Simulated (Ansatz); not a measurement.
The relaxed structure here is a generated cell of FeCo: the first start was made by placing the elements on the sites of a structure type, and the end was not matched to a known phase here, so it may be hypothetical. Known forms of FeCo include space group No. 221.

The end point of a relaxation of FeCo. Space group R-3m (No. 166), AFLOW prototype AB_hR2_166_a_b (L1_1, as in CuPt). These are PBE (plane waves to 420 eV, PAW, scalar-relativistic; Ansatz, a program for electronic structure) values and carry that method's errors.

Space group R-3m, hexagonal axes (No. 166); a = b = 2.536 Å, c = 12.264 Å, α = β = 90.00°, γ = 120.00°

| atom | site | symmetry | x | y | z |
|---|---|---|---|---|---|
| Fe | 3a | -3m | 0.0000 | 0.0000 | 0.0000 |
| Co | 3b | -3m | 0.0000 | 0.0000 | 0.5000 |
(The calculation used a cell of 2 atoms; values per cell refer to that cell.)

Problem. Predict the magnetic moment from PBE.

Solution. Net 2.07 μB/atom, ferromagnetic.

Spin state reached: ferromagnetic (net 2.07 μB/atom), from parallel starting moments; other spin orders were not run from this start.

The run could not lose the symmetry of its start: the end is stationary, and may be a saddle point rather than a minimum.

All atoms sit on sites fixed by symmetry, so only the cell could relax.
